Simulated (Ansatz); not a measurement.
ZnCdS₂:
```cif
data_CdS2Zn
_chemical_formula_sum 'Zn1 Cd1 S2'
_space_group_name_H-M_alt 'P 1'
_space_group_IT_number 1
_cell_length_a 3.93411
_cell_length_b 3.93411
_cell_length_c 6.52299
_cell_angle_alpha 90.000
_cell_angle_beta 90.000
_cell_angle_gamma 120.000
loop_
_space_group_symop_operation_xyz
  'x, y, z'
loop_
_atom_site_label
_atom_site_type_symbol
_atom_site_fract_x
_atom_site_fract_y
_atom_site_fract_z
_atom_site_occupancy
Zn1 Zn 0.00000 0.00000 0.99925 1
Cd1 Cd 0.33333 0.66667 0.50697 1
S1 S 0.33333 0.66667 0.89173 1
S2 S 0.00000 0.00000 0.35404 1
```

Relaxed with PBEsol.

Problem. Give the optical modes at the zone centre with their infrared activity from DFPT, the program Ansatz at the PBEsol level (PAW).

Solution. Transverse frequencies, without the LO–TO term; a row sums one degenerate level.

```
ω (cm⁻¹)  degeneracy  IR ((D/Å)²/amu)     activity  symmetry
--------  ----------  ---------------  -----------  --------
53                 2             0.00  IR-inactive         E
167                1             0.05           IR        A1
244                2            13.14           IR         E
260                1             8.23           IR        A1
263                2             2.80           IR         E
324                1             0.66           IR        A1
```

Problem. How high does the top mode go among those that the LO–TO term moves?

Solution. 306 cm⁻¹ for q along x, 306 cm⁻¹ for q along y, 337 cm⁻¹ for q along z.

Space group P3m1. The workflow started from a Materials Project entry (that database holds measured and hypothetical structures alike); the Crystallography Open Database copy checked does not list it. Its standing as an ambient phase is unchecked. The cell was relaxed with PBEsol under the symmetry of its start; of distortions, only those at the zone centre were tested.

Potentials: the later of the program's two PAW sets.
